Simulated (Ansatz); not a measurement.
LuZn:
```
CELL_PARAMETERS angstrom
      3.43045     0.00000     0.00000
      0.00000     3.43045     0.00000
      0.00000     0.00000     3.43045
ATOMIC_POSITIONS crystal
  Lu 0.00000 0.00000 0.00000
  Zn 0.50000 0.50000 0.50000
```

Relaxed with PBEsol. Special points in fractions of this cell's reciprocal vectors: Γ (0.000, 0.000, 0.000); X (0.000, 0.500, 0.000); M (0.500, 0.500, 0.000); R (0.500, 0.500, 0.500).

Task: List the band energies nearest the Fermi level at these points for PBEsol (plane waves, PAW; program Ansatz).

Result: In eV from the Fermi level; about four levels below and three above (degenerate sets whole), none deeper than 8.9 eV; points with the same levels are listed once.

```json
[
 {"k": "Γ", "below": "-4.96 -4.96 -4.96 -4.93", "above": "0.10 0.10 5.12 5.12 5.12"},
 {"k": "X", "below": "-4.91 -4.91 -4.35 -4.28", "above": "0.57 1.72 1.72"},
 {"k": "M", "below": "-4.08 -0.40 -0.40 -0.15", "above": "3.40 3.40 6.84"},
 {"k": "R", "below": "-4.92 -4.92 -4.92 -2.05 -2.05 -2.05", "above": "0.11 5.33 5.33 5.33"}
]
```

Space group Pm-3m (CsCl type). The workflow started from an entry of the Crystallography Open Database (COD). Whether it is the stable phase at ambient conditions was not checked. Symmetry was held in the PBEsol relaxation; of distortions, only those at the zone centre were tested. Scalar-relativistic: spin–orbit coupling is off unless named, which matters more the heavier the elements.

Potentials: the later of the program's two PAW sets.
